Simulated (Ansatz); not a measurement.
Below is a relaxed structure of TiSi4Ni3. The cell was found from a structure generator's guess, not taken from experiment.

Computed with DFT PBE, scalar-relativistic, plane waves, PAW (Ansatz). Cutoff 420 eV, Γ-centred mesh, Gaussian smearing, no spin polarisation.

```xyz
8
Lattice="4.6143 0.0000 0.0000 0.0000 3.7718 0.0000 -0.5628 0.0000 5.8704" Properties=species:S:1:pos:R:3 pbc="T T T"
Ti    0.6406    0.0000    4.2483
Si    1.5032    1.8859    2.5645
Si    3.0053    0.0000    2.9407
Si    3.2504    0.0000    0.1517
Si    0.5850    1.8859    0.0125
Ni    3.9070    1.8859    1.9907
Ni    1.0004    0.0000    1.2717
Ni    2.8770    1.8859    4.4312
```

Formation energies are uncorrected and refer to the elements' standard structures at the same level.

(1) Find its symmetry and describe it.

(2) What is its formation energy per atom?

(3) Is it a metal?

## Answers

(1) Pm (No. 6). Conventional cell: a = 4.614 Å, b = 3.772 Å, c = 5.897 Å, β = 95.5°. Ti is surrounded by 7 Si at 2.57–2.71 Å, 6 Ni at 2.90–3.04 Å, 1 Si at 3.12 Å and 2 Ni at 3.24 Å; Si on its first site has 5 Ni at 2.28–2.47 Å, 2 Si at 2.44 Å, 2 Ti at 2.67 Å and 1 Si at 2.71 Å; Si on its second site is surrounded by 4 Ni at 2.30–2.41 Å, 2 Si at 2.44 Å, 2 Ti at 2.60–2.70 Å, 1 Ni at 2.61 Å and 1 Si at 2.80 Å; Ni on its first site is surrounded by 5 Si at 2.28–2.47 Å, 3 Ni at 2.64–2.65 Å, 2 Si at 2.71 Å and 2 Ti at 3.24 Å; 4 more sites not described.

(2) −0.40 eV/atom. A negative formation energy is needed for stability but isn't enough: competing phases decide.

(3) Yes, bands cross the Fermi level on the 8×10×6 mesh.

The last run used an 8×10×6 mesh (in the run's order of axes) for its 8-atom cell and Gaussian smearing of 0.10 eV. Trial moments died out on the coarse mesh, so the last step has no spin; another magnetic start might hold. A structure relaxed within its symmetry needn't be a true minimum.
